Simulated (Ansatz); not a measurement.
**Question.** Name crystals whose computed values (r²SCAN (plane waves, PAW; program Ansatz)) fall in these windows: B₀ by P(V) fit (GPa) 36 to 45; gap (eV) 1.0 to 1.3.

**Answer.** 

| crystal | B₀ by P(V) fit (GPa) | gap (eV) |
|---|---|---|
| BaMg2Sb2, P-3m1 (Ba on 1a, Mg on 2d, Sb on 2d) | 39.6 | 1.20 |
| CdTe, wurtzite | 40.1 | 1.21 |
| TePb, rock salt | 42.1 | 1.09 |
| CdTe, zinc blende | 40.3 | 1.16 |
| SrMg2Bi2, P-3m1 (Sr on 1a, Mg on 2d, Bi on 2d) | 36.8 | 1.10 |
Others may fit too.

Not the usual ambient phase: CdTe, wurtzite. Standing as an ambient phase not checked: BaMg2Sb2, P-3m1 (Ba on 1a, Mg on 2d, Sb on 2d); SrMg2Bi2, P-3m1 (Sr on 1a, Mg on 2d, Bi on 2d). All cells were relaxed under the symmetry of their starts (and spin orders); stability against distortions was not tested throughout. Spin–orbit coupling is left out wherever it is not named.

Potentials: the later of the program's two PAW sets.
